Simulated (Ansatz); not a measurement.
## InP: energy along a strain

InP, F-43m, a = 5.861 Å (as given, not relaxed at this level: 1.7 GPa). Ansatz: r2SCAN, PAW, 500 eV, Γ-centred 8×8×8 mesh on 2 atoms, Gaussian smearing 0.05 eV; no spin polarisation. Cell vectors (Å): 0.000 2.930 2.930; 2.930 0.000 2.930; 2.930 2.930 0.000. The cell is strained by x per cent times the pattern (0 0 0 0 0 1) in the order xx yy zz yz xz xy (engineering shears), with fractional coordinates held. y is the free energy over the start, V0 = 25.167 Å³/atom. Symmetry makes y even in x.

```
x (%) y (meV/atom)
-2.00          2.38
-1.00             ?
 0.00          0.00
 0.25          0.04
 0.50          0.15
 0.75          0.34
 1.25          0.93
 1.50          1.34
 1.75          1.83
```

Question: Fit y = c2 x² + c4 x⁴ to the other rows, get the stiffness along the pattern, and predict the missing energy.

Answer: Least squares on the rows shown. y = 0.5983 x² − 0.0007288 x⁴. The clamped-ion stiffness p·C·p = 2 × 5.983 eV × 160.2 / 25.167 Å³ = 76 GPa, which is C66 in these axes (C44 of the cubic crystal) (second derivative at the start, which stands under stress). At x = -1.00 the fit asked for gives 0.60 meV/atom. The run gave 0.60 meV/atom, the same to the digits shown.